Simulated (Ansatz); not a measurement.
A geometry of Cr away from equilibrium: step 2 of the relaxation of a relaxed Cr cell, doubled along one cell vector, shaken by Gaussian noise of σ = 0.08 Å a coordinate. Calculation: PBE (plane waves to 420 eV, PAW, scalar-relativistic; Ansatz, a quantum-chemistry and plane-wave program). Γ-centred k-mesh 7×14×14 on the run's cell (coarser than for final values), Fermi–Dirac smearing 0.05 eV.

```
CELL_PARAMETERS angstrom
      4.63193     0.00282    -0.01150
      0.00141     2.33724     0.00356
     -0.00575     0.00356     2.34225
ATOMIC_POSITIONS crystal
  Cr 0.01209 0.92410 0.08254
  Cr 0.50548 0.97376 0.90472
```

Task: Predict the force on each atom, in eV/Å.

Result: 
```csv
atom,Fx,Fy,Fz
Cr1,-0.16,-0.38,0.84
Cr2,0.16,0.38,-0.84
```

Task: What is the pressure?

Result: -0.4 GPa, compression positive.

Task: How much energy per atom can still be gained by relaxing?

Result: 0.92 eV/atom; the path ends in Im-3m (No. 229) (bcc (W type)).

No spin polarisation in the result. A magnetic state may lie lower.

The run could not lose the symmetry of its start.

Of the parent cell (Pm-3m (No. 221)): it is a generated cell of Cr: the first start was made by placing the elements on the sites of a structure type, and the end was not matched to a known phase here, so it may be hypothetical. Known forms of Cr include space group No. 229.
